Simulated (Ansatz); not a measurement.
## TaAs: from a starting cell to a relaxed one

The start is a generated cell, TaAs built in the NbAs structure type. The structure is fully relaxed (lattice and positions, P = 0) with r2SCAN (plane waves to 500 eV, PAW, scalar-relativistic; Ansatz, an electronic-structure program). The first steps use a coarse 9×9×9 k-mesh.

The start:
```
CELL_PARAMETERS angstrom
     -1.72432     1.72432     5.83771
      1.72432    -1.72432     5.83771
      1.72432     1.72432    -5.83771
ATOMIC_POSITIONS crystal
  Ta 0.50000 0.50000 0.00000
  Ta 0.25000 0.75000 0.50000
  As 0.91600 0.91600 0.00000
  As 0.66600 0.16600 0.50000
```

Problem. What is the largest force in the starting geometry, and on which atom (counted from 1)?

Solution. About 0.2 eV/Å, on Ta1, Ta2, As3, As4 (atoms numbered as listed).

Problem. Is the relaxed structure metallic? Give its gap.

Solution. No gap on the sampled points, where the bands overlap only slightly; such a result is sensitive to mesh and level.

Problem. What does it relax into? Give the structure.

Solution. 
```cif
data_As4Ta4
_chemical_formula_sum 'Ta4 As4'
_space_group_name_H-M_alt 'I41md'
_space_group_IT_number 109
_space_group_name_Hall 'I 4bw -2'
_cell_length_a 3.44190
_cell_length_b 3.44190
_cell_length_c 11.71227
_cell_angle_alpha 90.000
_cell_angle_beta 90.000
_cell_angle_gamma 90.000
loop_
_atom_site_label
_atom_site_type_symbol
_atom_site_symmetry_multiplicity
_atom_site_Wyckoff_symbol
_atom_site_fract_x
_atom_site_fract_y
_atom_site_fract_z
_atom_site_occupancy
Ta1 Ta 4 a 0.00000 0.00000 0.74928 1
As1 As 4 a 0.00000 0.00000 0.16672 1
```
(The calculation used a cell of 4 atoms; values per cell refer to that cell.)

The space group stays I4₁md (No. 109) (the run could not lower it), with 4 atoms in the primitive cell. Final values are on a 19×19×19 k-mesh of the relaxed cell. No spin polarisation in the result.

The run could not lose the symmetry of its start; a randomly shaken copy of 4 atoms returns to this structure.
